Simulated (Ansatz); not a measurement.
Relaxed-ion elastic tensor of MoRu (L1₀ or tetragonal B2, space group No. 123) in GPa (Voigt order), the program Ansatz at the PBEsol level (PAW); density 11.40 g/cm³, 14.35 Å³ per atom.

|  | 1 | 2 | 3 | 4 | 5 | 6 |
|---|---|---|---|---|---|---|
| 1 | 531 | 128 | 244 | 0.0 | 0.0 | 0.0 |
| 2 | 128 | 531 | 244 | 0.0 | 0.0 | 0.0 |
| 3 | 244 | 244 | 440 | 0.0 | 0.0 | 0.0 |
| 4 | 0.0 | 0.0 | 0.0 | 166 | 0.0 | 0.0 |
| 5 | 0.0 | 0.0 | 0.0 | 0.0 | 166 | 0.0 |
| 6 | 0.0 | 0.0 | 0.0 | 0.0 | 0.0 | 82.3 |

Problem. Is the crystal mechanically stable?

Solution. Yes: the smallest eigenvalue of C is 82.3 GPa.

Problem. Work out the Voigt, Reuss and Hill averages.

Solution. K_V = 304, K_R = 304, K_H = 304; G_V = 142, G_R = 126, G_H = 134 GPa.

Problem. Give Young's modulus, Poisson's ratio, Pugh's ratio and the universal anisotropy index.

Solution. E = 9KG/(3K + G) = 350 GPa; ν = 0.31; K/G = 2.27 (ductile by the Pugh limit of 1.75); A_U = 5G_V/G_R + K_V/K_R − 6 = 0.66.

Problem. Estimate the sound speeds and the Debye temperature.

Solution. v_l = √((K + 4G/3)/ρ) = 6500 m/s, v_t = √(G/ρ) = 3430 m/s, mean 3830 m/s; Θ = (h/k)(3n/4πV)^(1/3) v_m = 469 K.

Problem. Solve the Christoffel equation for the three sound speeds along x, y, z.

Solution. Eigenvalues of C_ijkl n_j n_l equal ρv². In km/s, slowest first: x 2.69, 3.82, 6.83; y 2.69, 3.82, 6.83; z 3.82, 3.82, 6.22.

Problem. How much does each axis shrink under pressure?

Solution. Linear compressibilities β_i = Σ_j S_ij (j = 1 to 3): x 1.1, y 1.1, z 1.00 per TPa.

Space group P4/mmm (L1₀ or tetragonal B2). The start of the workflow was typed in or built on a structure type; neither database checked (COD, Materials Project) lists it. Its standing as an ambient phase is unchecked. The cell was relaxed with PBEsol under the symmetry of its start; its stability against distortions is not shown here. No spin polarisation was allowed. As this level gives no gap, shear constants depend on the k-mesh and smearing (Fermi–Dirac, 0.1 eV here). On the denser mesh and wider smearing of the elastic run this cell carries a stress of 0.3 GPa.

Potentials: the earlier of the program's two PAW sets. The files were generated under PBE; for other functionals the program regenerates the frozen cores, and for LDA and PBEsol the local potential too.
